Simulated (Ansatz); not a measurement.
Harmonic vibrational thermodynamics of Al (hcp (Mg type), P6_3/mmc) at fixed volume, PBEsol (plane waves, PAW; program Ansatz). The rows extrapolate the 0 K crystal and know nothing of melting or changes of phase.

```csv
T (K),F_vib (meV/atom),S (J/K per mol of atoms),C_V (J/K per mol of atoms)
50,37.9,1.5,4.0
100,35.8,7.2,13.0
200,[?],[?],20.7
300,[?],28.0,[?]
400,-35.4,34.7,23.7
600,-118.0,44.5,24.4
800,[?],[?],24.6
1000,-330.6,57.0,24.7
```

Question: Some entries are withheld; supply them.

Answer: 
- 300, C_V (J/K per mol of atoms): 22.9
- 300, F_vib (meV/atom): -2.7
- 800, F_vib (meV/atom): -217.9
- 800, S (J/K per mol of atoms): 51.5
- 200, F_vib (meV/atom): 21.9
- 200, S (J/K per mol of atoms): 19.1

The first step of the workflow began from a Materials Project structure, measured or hypothetical; the Crystallography Open Database copy checked does not list it. It is not the phase usual at ambient conditions (space group No. 225). The PBEsol relaxation kept the symmetry of its start; phonons on a q-mesh show no instability.

Potentials: the earlier of the program's two PAW sets.
